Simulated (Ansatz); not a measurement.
# Wurtzite alloy of GaP and AlP (18 of 48 Ga sites exchanged), 96 atoms

Ansatz, PAW, plane waves. PBEsol relaxation of cell lengths and atoms (angles held) at the single k point (¼, ¼, ¼) without its symmetry partners; single points on the relaxed atoms at the Γ point alone, onto which points of the small cell's zone fold. Arrangement: quasirandom. No spin–orbit coupling unless named.

Relaxed structure:

```
CELL_PARAMETERS angstrom
11.52118 0.00000 0.00000
0.00000 13.31869 0.00000
0.00000 0.00000 12.66208
ATOMIC_POSITIONS crystal
Ga 0.99983 0.16655 0.00060
Ga 0.33265 0.16662 0.50064
Ga 0.16698 0.41685 0.50043
Ga 0.00053 0.66664 0.50025
Ga 0.66675 0.16701 0.00036
Ga 0.50009 0.41678 0.00049
Ga 0.33315 0.66690 0.00016
Ga 0.33278 0.66682 0.50073
Ga 0.16625 0.91679 0.00026
Ga 0.16675 0.91640 0.50066
Ga 0.83341 0.41615 0.00110
Ga 0.83381 0.41720 0.49942
Ga 0.66677 0.66621 0.50018
Ga 0.50024 0.91674 0.99985
Ga 0.83352 0.91749 0.00051
Ga 0.16599 0.08370 0.25056
Ga 0.16630 0.08318 0.75064
Ga 0.00003 0.33388 0.25057
Ga 0.49946 0.08359 0.75048
Ga 0.33243 0.33351 0.25032
Ga 0.33270 0.33325 0.75027
Ga 0.16624 0.58346 0.25084
Ga 0.16688 0.58391 0.74992
Ga 0.00015 0.83380 0.25050
Ga 0.00037 0.83392 0.75050
Ga 0.83360 0.08390 0.24976
Ga 0.83338 0.08345 0.75106
Ga 0.66695 0.33373 0.24980
Ga 0.33255 0.83383 0.75085
Ga 0.83398 0.58354 0.25054
Al 0.00019 0.16669 0.49994
Al 0.33326 0.16676 0.99993
Al 0.16673 0.41692 0.99989
Al 0.00007 0.66680 0.00003
Al 0.66673 0.16681 0.49985
Al 0.49976 0.41658 0.49983
Al 0.66686 0.66651 0.00021
Al 0.49963 0.91662 0.50017
Al 0.83364 0.91663 0.50013
Al 0.99977 0.33338 0.74991
Al 0.49945 0.08410 0.24992
Al 0.66646 0.33339 0.74999
Al 0.49971 0.58329 0.24992
Al 0.49940 0.58333 0.74987
Al 0.33263 0.83345 0.24979
Al 0.83370 0.58349 0.74969
Al 0.66666 0.83345 0.24971
Al 0.66641 0.83400 0.75008
P 0.00006 0.16742 0.18747
P 0.00007 0.16640 0.68737
P 0.33234 0.16724 0.18722
P 0.33277 0.16674 0.68754
P 0.16650 0.41727 0.18739
P 0.16685 0.41717 0.68719
P 0.00030 0.66715 0.18759
P 0.00060 0.66749 0.68707
P 0.66703 0.16720 0.18711
P 0.66675 0.16630 0.68739
P 0.49970 0.41618 0.18725
P 0.49924 0.41629 0.68709
P 0.33256 0.66651 0.18699
P 0.33296 0.66756 0.68740
P 0.16605 0.91740 0.18708
P 0.16672 0.91705 0.68748
P 0.83378 0.41714 0.18779
P 0.83336 0.41687 0.68630
P 0.66728 0.66636 0.18729
P 0.66663 0.66700 0.68697
P 0.49975 0.91713 0.18668
P 0.49912 0.91714 0.68748
P 0.83386 0.91728 0.18728
P 0.83390 0.91721 0.68753
P 0.16674 0.08278 0.43737
P 0.16611 0.08310 0.93742
P 0.00031 0.33377 0.43731
P 0.99955 0.33297 0.93738
P 0.49928 0.08365 0.43723
P 0.50023 0.08323 0.93731
P 0.33260 0.33289 0.43710
P 0.33364 0.33346 0.93708
P 0.16669 0.58311 0.43761
P 0.16684 0.58373 0.93675
P 0.00042 0.83310 0.43734
P 0.99954 0.83381 0.93728
P 0.83335 0.08328 0.43659
P 0.83306 0.08372 0.93782
P 0.66711 0.33375 0.43669
P 0.66657 0.33350 0.93754
P 0.49933 0.58359 0.43737
P 0.49951 0.58340 0.93724
P 0.33273 0.83297 0.43728
P 0.33294 0.83355 0.93759
P 0.83354 0.58361 0.43729
P 0.83335 0.58249 0.93712
P 0.66670 0.83280 0.43713
P 0.66692 0.83354 0.93746
```

(1) What are the mean bond lengths by pair (pairs within 1.2 times the sum of covalent radii, less contacts 15 % beyond the pair's median; cation–cation pairs of compounds aside; long ionic contacts are cut short by that bound)?

(2) What gap lies between the top filled and the lowest empty level in the single points?

Answers

(1) Al–P 2.364 ± 0.005 Å (standard deviation, 72 bonds); Ga–P 2.358 ± 0.005 Å (standard deviation, 120 bonds).

(2) HSE06 2.37 eV (39 s on NVIDIA GB200).
